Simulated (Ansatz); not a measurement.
W₂C:
```yaml
crystal:
  lattice:
    - [3.03446, 0.00000, 0.00000]
    - [-1.51723, 2.62792, 0.00000]
    - [0.00000, 0.00000, 4.64353]
  atoms:
    - { symbol: C, position: [0.00000, 0.00000, 0.00000] }
    - { symbol: W, position: [0.33333, 0.66667, 0.25380] }
    - { symbol: W, position: [0.66667, 0.33333, 0.74620] }
```

Relaxed with PBEsol. Special points in fractions of this cell's reciprocal vectors: Γ (0.000, 0.000, 0.000); M (0.500, 0.000, 0.000); K (0.333, 0.333, 0.000); A (0.000, 0.000, 0.500); L (0.500, 0.000, 0.500); H (0.333, 0.333, 0.500).

### Question
List the band energies nearest the Fermi level at these points for PBEsol with spin–orbit coupling (plane waves, PAW; program Ansatz).

### Answer
In eV from the Fermi level; about four levels below and three above (degenerate sets whole), none deeper than 8.9 eV; points with the same levels are listed once.

```
k                    below                above
-  -----------------------  -------------------
Γ  -0.99 -0.99 -0.81 -0.81  0.56 0.56 0.57 0.57
M  -3.51 -3.51 -1.82 -1.82  1.44 1.44 2.33 2.33
K  -3.68 -3.68 -3.61 -3.61  0.95 0.95 1.00 1.00
A  -2.58 -2.58 -2.18 -2.18  1.05 1.05 1.23 1.23
L  -2.50 -2.50 -0.45 -0.45  0.24 0.24 2.13 2.13
H  -2.78 -2.78 -0.47 -0.47  0.58 0.58 0.58 0.58
```

Space group P-3m1. Symmetry was held in the PBEsol relaxation. The run is not spin-polarised.

Potentials: the later of the program's two PAW sets.
